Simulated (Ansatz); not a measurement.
Starting cell, C (diamond):

```
C
1.0
    0.00000     3.57157     3.57157
    1.78578     1.78578     3.57157
    1.78578     1.78578     0.00000
C
4
Cartesian
  1.78578   5.35735   5.35735
  1.78578   3.57157   3.57157
  2.67868   6.25024   6.25024
  2.67868   4.46446   4.46446
```

A phonon eigenvector at X = (0.5, 0.5, 0.0) is frozen into this cell: atom i moves by Q times the vector below, so Q is the largest atomic displacement, in Å. The cell is held. It is one choice among 2 degenerate patterns. (q is in reciprocal vectors of the primitive cell; the cell shown is doubled to hold the pattern.)

```
atom       x       y      z
----  ------  ------  -----
C1    -0.383  -0.924  0.000
C2     0.383   0.924  0.000
C3    -0.924  -0.383  0.000
C4     0.924   0.383  0.000
```

Level of theory: PBE (plane waves to 420 eV, PAW, scalar-relativistic; Ansatz, a program for electronic structure). k mesh 16×16×16 (Γ-centred), Fermi-Dirac smearing 0.05 eV. E stands for the smeared free energy. C was relaxed with its symmetry unable to fall. The zero of ΔE is the undisplaced structure.

The scan covers Q from -0.180 to 0.180 Å in 13 points.

Question: Which space group does the distorted structure have?

Answer: P2_12_12_1 (No. 19), lowered from Fd-3m.

Question: Is this a single well or a double well?

Answer: A single well with its minimum at or next to zero displacement.

Question: What is the energy change at Q = 0.180 Å?

Answer: 1737 meV/cell.

Question: What harmonic wavenumber does the curvature at Q = 0 give?

Answer: 781 cm⁻¹.

(A displaced cell: forces are minus the slopes of the energy, force constants its curvatures, and phonons follow from these.)
